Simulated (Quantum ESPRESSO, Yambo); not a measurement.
Levels of theory for the gap of YO2H

YO$_{2}$H (space group P2_1/m, No. 11): one geometry, one set of LDA (Quantum ESPRESSO, PseudoDojo norm-conserving, 84 Ry, without SOC) orbitals, self-energies from Yambo (4×4×2 Γ-centred k mesh, 135 bands and a 7 Ry block in the screening, 135 bands in G with the Bruneval-Gonze terminator, plasmon pole fitted at 27.2 eV).

The geometry is that of Materials Project entry mp-626151, symmetrised and not relaxed again.

```tsv
level	gap (0, 0, -0.5) → Γ (eV)	direct gap at Γ (eV)	rough Yambo cost
LDA (Quantum ESPRESSO)	4.04	4.10	–
exchange only (Hartree-Fock self-energy on LDA orbitals)	14.09	14.12	about 1/20 (14 states)
static COHSEX@LDA	6.71	6.76	within a factor of two (3 states)
G0W0@LDA, plasmon pole	5.78	5.83	1 (14 states)
```

Bare exchange has no screening and gives the widest gap; static COHSEX screens it but leaves out the frequency dependence, which G0W0 restores.

Costs are rough ratios of core time on shared machines.

Nearest settings tried, and what they do to the gap: 90 bands in W, 90 bands in G: +54 meV; 2×2×2 mesh: +28 meV. Not varied: block. So the settings aren't converged at that level.

The structure is a Materials Project entry; no match was found in the copy of COD used, and its stability was not checked.
